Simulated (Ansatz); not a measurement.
# IClF: relaxation (Ansatz)

The input file (Ansatz 0.2.0, plane waves):

```yaml
crystal:
  lattice:
    - [4.401315, 0.0, 0.0]
    - [0.0, 4.401315, 0.0]
    - [0.0, 0.0, 7.750002]
  atoms:
    - { symbol: I, position: [0.0, 0.5, 0.2] }
    - { symbol: I, position: [0.5, 0.0, 0.8] }
    - { symbol: F, position: [0.0, 0.0, 0.0] }
    - { symbol: F, position: [0.5, 0.5, 0.0] }
    - { symbol: Cl, position: [0.0, 0.5, 0.65] }
    - { symbol: Cl, position: [0.5, 0.0, 0.35] }
  symmetry: { tolerance: 0.0003 }
kpoints:
  mp_grid: { grid: [8, 8, 5], shift: [0, 0, 0] }
magnetization:
  spin_polarized: false
scf:
  occupations: { method: fermi_dirac, width: 0.0237 }
  lower_state_search: "off"
hamiltonian:
  pseudopotentials: { kind: paw }
  xc: pbesol
basis:
  ecutwfc: 420
  fft_grid_basis: typed
relax:
  max_steps: 80
output:
  forces: true
  stress: true
  eigenvalues: true
  bader: true
  populations: true
  elf: true
  write_potential: true
  volumetric_format: npy
  dos:
    e_range: [-12, 8]
    de: 0.05
    projected: { site_lists: { Cl: [Cl], F: [F], I: [I] } }
  write_density: true
checkpoint:
  read: saved_state
```

The command:

```bash
ansatz run input.yaml --threads 2 --pin off --max-ram 3584MiB --backend cpu --events-out ev --progress --plain --runs-dir out
```

Origin of the cell: a known structure type with other elements, at an estimated volume, so it need not be a known compound.

The saved state is a converged single point of the same cell.

Output (shortened):

```
Warning: output.stress: scf.convergence.dr2_threshold = 1e-7 eV (the SCF's general default) is looser than the 6e-10 eV advised for a printed stress (1e-10 eV for each atom of the cell: 6). W […]
Pseudopotentials: kind: paw
Pseudopotential: I, paw, valence charge 17, recommended cutoff 420 eV (normal), I.paw.azcp
Pseudopotential: F, paw, valence charge 7, recommended cutoff 420 eV (normal), F.paw.azcp
Pseudopotential: Cl, paw, valence charge 7, recommended cutoff 420 eV (normal), Cl.paw.azcp
Functional definition: PBEsol
  exchange = pbesol_x
  correlation = pbesol_c
Crystal: 6 atoms, lattice volume = 150.130 Å³
Basis set: ecut = 420 eV, 2937 PW (Γ), exchange–correlation on 60×60×108 points (8 copies of the dense FFT grid, shifted against one another)
Bands: 38, of which v1, the nominal top of the filled ones, is band 31 counted from 1 (30 counted from 0)
Symmetry: 16 space group operations
Space group: P4/nmm (ITA 129), of the structure as read, at distance tolerance 1.6e-3 Å
[… 11 lines left out …]
Initial density: read from a saved state, or passed on in memory by an earlier SCF of this step, an earlier step, the calling program or the single point that the run made first
Functional: x = pbesol(κ = 0.804, μ = 0.123457), c = pbesol(β = 0.046)
SCF iter   1: F=—  HF=-18581.246102 eV  Δρ=1.47e-3  dr2=2.66e-3
SCF iter   2: F=—  HF=-18581.247126 eV  Δρ=8.02e-4  dr2=1.73e-3
SCF iter   3: F=—  HF=-18581.246923 eV  Δρ=4.03e-4  dr2=5.20e-4
SCF iter   4: F=—  HF=-18581.246857 eV  Δρ=2.58e-4  dr2=1.77e-4
SCF iter   5: F=—  HF=-18581.246827 eV  Δρ=1.01e-4  dr2=2.54e-5
SCF iter   6: F=—  HF=-18581.246837 eV  Δρ=5.88e-5  dr2=7.01e-6
SCF iter   7: F=—  HF=-18581.246836 eV  Δρ=2.56e-5  dr2=1.64e-6
SCF iter   8: F=—  HF=-18581.246836 eV  Δρ=8.77e-6  dr2=1.62e-7
SCF iter   9: F=-18581.246836 eV  HF=-18581.246836 eV  Δρ=1.61e-6  dr2=3.99e-9
relax step   1: F+E_penalty+E_count = -18581.246836 eV  Δ(F+E_penalty+E_count) = +0.000e0 eV  max|allowed force component| = 4.736e-1 eV/Å  Δτ_max = 0.0000 Å  (9 SCF iters, accepted)
relax step   2: F+E_penalty+E_count = -18581.412300 eV  Δ(F+E_penalty+E_count) = -1.655e-1 eV  max|allowed force component| = 5.144e-1 eV/Å  Δτ_max = 0.1573 Å  (7 SCF iters, dr2 threshold 1.40e-5 eV, accepted)
relax step   3: F+E_penalty+E_count = -18581.573619 eV  Δ(F+E_penalty+E_count) = -1.613e-1 eV  max|allowed force component| = 2.554e-1 eV/Å  Δτ_max = 0.1950 Å  (5 SCF iters, dr2 threshold 1.65e-5 eV, accepted)
relax step   4: F+E_penalty+E_count = -18581.628066 eV  Δ(F+E_penalty+E_count) = -5.445e-2 eV  max|allowed force component| = 1.495e-1 eV/Å  Δτ_max = 0.1950 Å  (6 SCF iters, dr2 threshold 1.61e-5 eV, accepted)
relax step   5: F+E_penalty+E_count = -18581.635933 eV  Δ(F+E_penalty+E_count) = -7.866e-3 eV  max|allowed force component| = 1.887e-2 eV/Å  Δτ_max = 0.0502 Å  (5 SCF iters, dr2 threshold 5.51e-6 eV, accepted)
relax step   6: F+E_penalty+E_count = -18581.636045 eV  Δ(F+E_penalty+E_count) = -1.125e-4 eV  max|allowed force component| = 3.272e-3 eV/Å  Δτ_max = 0.0063 Å  (5 SCF iters, accepted)
SCF 6 converged in 5 iterations: F = -18581.636045 eV  dr2 = 1.95e-8
SCF converged after 5 iterations
Free energy (F): -18581.636045 eV
Harris-Foulkes:  -18581.636045 eV  (|F-HF|=1.46e-8)
Internal energy: -18581.627903 eV  (E = F + TS)
E sigma→0 (E₀):  -18581.631974 eV
Entropy (-TS):   -0.008142 eV (-1.357 meV/atom)
Fermi energy:    3.738742 eV
--- Per-component energies (eV) ---
  E_band       = -948.287836
  E_kinetic    = 1096.874223
  E_local      = -6893.255047  (includes V_loc(G=0)·N_el)
  E_nonlocal   = 20.627689
  E_hartree    = 3230.428075
  E_xc         = -616.222337
  E_vxc        = -692.473019  (∫ρ·V_xc dr)
  E_paw        = -11131.985072  (= ΣΔE_a)
  E_vpaw       = -940.921514  (= ΣTr[D̂ρ^β])
  E_aug_tail   = 0.004324  (compensation charges beyond the density's cutoff)
  E_ewald      = -4289.165791
  E_core_change = 1.066034  (= ΣΔE_core)
  E_smearing   = -0.008142  (= −TS)
  Σ components = -18581.636045   (vs F -18581.636045, Δ=0.00e0)
--- Forces (eV/Å), atoms counted from 1 ---
  atom   1  I      0.000000     0.000000     0.003272
  atom   2  I      0.000000     0.000000    -0.003272
  atom   3  F      0.000000     0.000000     0.000000
  atom   4  F      0.000000     0.000000    -0.000000
  atom   5  Cl     0.000000     0.000000     0.002640
  atom   6  Cl     0.000000     0.000000    -0.002640
  max |Σ_I F_I| component: 0.00e0 eV/Å
--- Stress (GPa, compression-positive) ---
       -7.487895       0.000000       0.000000
        0.000000      -7.487895       0.000000
        0.000000       0.000000      -0.583023
  P = ⅓ Tr σ = -5.1863 GPa (-51.863 kbar)
--- Relaxed structure (6 steps of the walk, 6 accepted, 0 SCFs on fresh bases) ---
  F+E_penalty+E_count = -18581.636045 eV   max|allowed force component| = 3.272e-3 eV/Å
  atoms:
    - { symbol: I, position: [0.0, 0.5, 0.186851] }
    - { symbol: I, position: [0.5, 0.0, 0.813149] }
    - { symbol: F, position: [0.0, 0.0, 5.968e-19] }
    - { symbol: F, position: [0.5, 0.5, 5.968e-19] }
    - { symbol: Cl, position: [0.0, 0.5, 0.716325] }
    - { symbol: Cl, position: [0.5, 0.0, 0.283675] }
--- Löwdin populations: 6 sites ---
  site symbol       q [e]
     0      I     16.1793
     1      I     16.1793
     2      F      7.4840
     3      F      7.4840
     4     Cl      7.2414
     5     Cl      7.2414
  spilling = 0.003073 (of n_electrons = 62.000000)
--- Bader charges: 6 sites ---
  site symbol  charge [e]  shift [e]
     0      I      0.8717     0.0000
     1      I      0.8717     0.0000
     2      F     -0.5748     0.0000
     3      F     -0.5748     0.0000
     4     Cl     -0.2969     0.0000
     5     Cl     -0.2969     0.0000
  estimated error of the sums over rays = 2.9e-4 e
```

The starting structure.

Space group P4/nmm (No. 129); the run's cell has a = 4.401 Å, b = 4.401 Å, c = 7.750 Å, α = 90.00°, β = 90.00°, γ = 90.00°. Shortest distances: F–I 2.69 Å, F–F 3.11 Å, Cl–I 3.32 Å, Cl–F 3.49 Å.

The relaxed structure.

Space group P4/nmm (No. 129); the run's cell has a = 4.401 Å, b = 4.401 Å, c = 7.750 Å, α = 90.00°, β = 90.00°, γ = 90.00°. Shortest distances: F–I 2.63 Å, Cl–F 3.11 Å, F–F 3.11 Å, Cl–I 3.20 Å.

```
Free energy lowered by  : 64.9 meV/atom
Final pressure          : -5.19 GPa
Relaxation steps listed : 6
```

Caveats: no spin, though holes on the anions or broken bonds may carry moments; no spin-orbit coupling, though heavy elements are present; the SCF threshold is looser than advised for a stress; the relaxation held the start's symmetry, so the end may be a saddle point.

It ran for 57 s on 2 threads of Arm Neoverse V2, with other jobs on the host, peak memory 0.54 GiB, from a saved density.
